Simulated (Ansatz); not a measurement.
Trial structure of Rb2YOsC6N6, not yet relaxed:

```cif
data_structure
_symmetry_space_group_name_H-M 'P 1'
_symmetry_Int_Tables_number 1
_cell_length_a 7.4614
_cell_length_b 7.4614
_cell_length_c 7.4614
_cell_angle_alpha 60.000
_cell_angle_beta 60.000
_cell_angle_gamma 60.000
_cell_volume 293.73
loop_
_atom_site_label
_atom_site_type_symbol
_atom_site_fract_x
_atom_site_fract_y
_atom_site_fract_z
_atom_site_occupancy
Rb1 Rb 0.25000 0.25000 0.25000 1
Rb2 Rb 0.75000 0.75000 0.75000 1
Y1 Y 0.50000 0.50000 0.50000 1
Os1 Os 0.00000 0.00000 0.00000 1
C1 C 0.82032 0.17968 0.17968 1
C2 C 0.17968 0.82032 0.17968 1
C3 C 0.17968 0.17968 0.82032 1
C4 C 0.17968 0.82032 0.82032 1
C5 C 0.82032 0.17968 0.82032 1
C6 C 0.82032 0.82032 0.17968 1
N1 N 0.70944 0.29056 0.29056 1
N2 N 0.29056 0.70944 0.29056 1
N3 N 0.29056 0.29056 0.70944 1
N4 N 0.29056 0.70944 0.70944 1
N5 N 0.70944 0.29056 0.70944 1
N6 N 0.70944 0.70944 0.29056 1
```

These are results of DFT PBE, scalar-relativistic, plane waves, PAW in Ansatz, not measurements. Settings: cutoff 420 eV, Γ-centred mesh 4×4×4 on the computed 16-atom cell, Gaussian smearing of 0.10 eV; collinear spin from starting moments 0.0 0.0 0.0 1.0 0.0 0.0 0.0 0.0 0.0 0.0 0.0 0.0 0.0 0.0 0.0 0.0 μB.

Energies over the elements count from the elements' standard structures at the same level (N₂ as a molecule), with no fitted energy shifts.

Q: Estimate its pressure, forces and energy as it stands.

A: The pressure is 14.7 GPa (it wants to expand), the largest force is 1.37 eV/Å, and the energy is −0.19 eV/atom against the elements. The shortest distance is 1.17 Å.

Q: How much does it gain on relaxing, and where does it end?

A: Relaxing gains about 0.12 eV/atom (the start's value is from the coarse mesh, so the gain is rough) in 11 ionic steps and ends at −0.31 eV/atom on the finer mesh. The symmetry stays Fm-3m (No. 225). The volume per atom grows by 16.6 %, from 18.4 to 21.4 Å³. The shortest distance goes from 1.17 Å (C–N) to 1.19 Å (C–N). Conventional cell: a = 11.106 Å. Rb has 12 N at 3.95 Å and 12 C at 4.00 Å; Y is surrounded by 6 N at 2.35 Å; Os has 6 C at 2.02 Å; C has 1 N at 1.19 Å, 1 Os at 2.02 Å, 4 C at 2.85 Å, 1 Y at 3.54 Å, 4 N at 3.78 Å and 4 Rb at 4.00 Å; around N lie 1 C at 1.19 Å, 1 Y at 2.35 Å, 1 Os at 3.20 Å, 4 N at 3.32 Å, 4 C at 3.78 Å and 4 Rb at 3.95 Å.

The last run used a 6×6×6 mesh for its 16-atom cell and Gaussian smearing of 0.10 eV. Spin–orbit coupling, which can matter for Os, is left out. The reference form of C is held partly by dispersion forces, which this level lacks. The relaxation can't lower the symmetry of the start. Symmetry constrained the relaxation, so the result can be a saddle point.
